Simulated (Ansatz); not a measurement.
Consider the following.

NbCd₃:
```xyz
4
Lattice="4.1844 0.0000 0.0000 0.0000 4.1844 0.0000 0.0000 0.0000 4.1844" Properties=species:S:1:pos:R:3 pbc="T T T"
Cd     0.0000     2.0922     2.0922
Cd     2.0922     0.0000     2.0922
Cd     2.0922     2.0922     0.0000
Nb     0.0000     0.0000     0.0000
```

This is the LDA-relaxed structure.

Task: All from the program Ansatz at the LDA level (PAW), unless another level is named. Give the Debye temperature from the elastic constants.

Result: 311 K.

Task: Next, the highest zone-centre frequency?

Result: 198 cm⁻¹.

Task: What about the elastic constants (relaxed ions, GPa)?

Result: C11 = 177, C12 = 96.3, C44 = 76.5.

Space group Pm-3m (Cu3Au type). The workflow started from an entry of the Crystallography Open Database (COD). Its standing as an ambient phase is unchecked. The cell was relaxed with LDA under the symmetry of its start; of distortions, only those at the zone centre were tested. No spin polarisation was allowed. As this level gives no gap, shear constants depend on the k-mesh and smearing (Fermi–Dirac, 0.1 eV here). As this level gives no gap, phonon frequencies hold no LO–TO term and depend on the k-mesh and smearing (Fermi–Dirac, 0.1 eV here).

Potentials: the later of the program's two PAW sets.
